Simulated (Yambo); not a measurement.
Consider the following.

```
CELL_PARAMETERS angstrom
      3.71889     0.00000     0.00000
      0.00000     3.71889     0.00000
      0.00000     0.00000    20.00000
ATOMIC_POSITIONS crystal
  O  0.00000 0.00000 0.00000
  O  0.50000 0.50000 0.00000
  Br 0.50000 0.00000 0.13723
  Br 0.00000 0.50000 0.86277
  Lu 0.00000 0.50000 0.05538
  Lu 0.50000 0.00000 0.94462
```

Workflow: PBEsol (Quantum ESPRESSO, PseudoDojo norm-conserving, 100 Ry, scalar-relativistic), then G0W0 in Yambo (4×4×1 Γ-centred k mesh, bands 3 to 154 and a 6 Ry block in the screening, 154 bands in G with the Bruneval-Gonze terminator, plasmon pole fitted at 27.2 eV, slab-truncated Coulomb interaction, stochastic integration of W near q = 0).

Question: Give the PBEsol and G0W0 gaps between the band edges found on this mesh, and say where the edges lie.

Answer: Edges: Γ → Γ. PBEsol: 4.34 eV; G0W0: 6.24 eV. Among the k points computed, the smallest G0W0 gap is 5.96 eV, M → Γ. Nearest settings tried, and what they do to the gap: 107 bands in W, 107 bands in G: +83 meV. Not varied: block, mesh, cell height. So the settings aren't converged at that level. Spin-orbit splittings are left out. The 4f states are in the valence at their DFT position.

Geometry relaxed with PBEsol.

This is a model layer cut from the bulk structure; whether it is stable on its own was not checked.
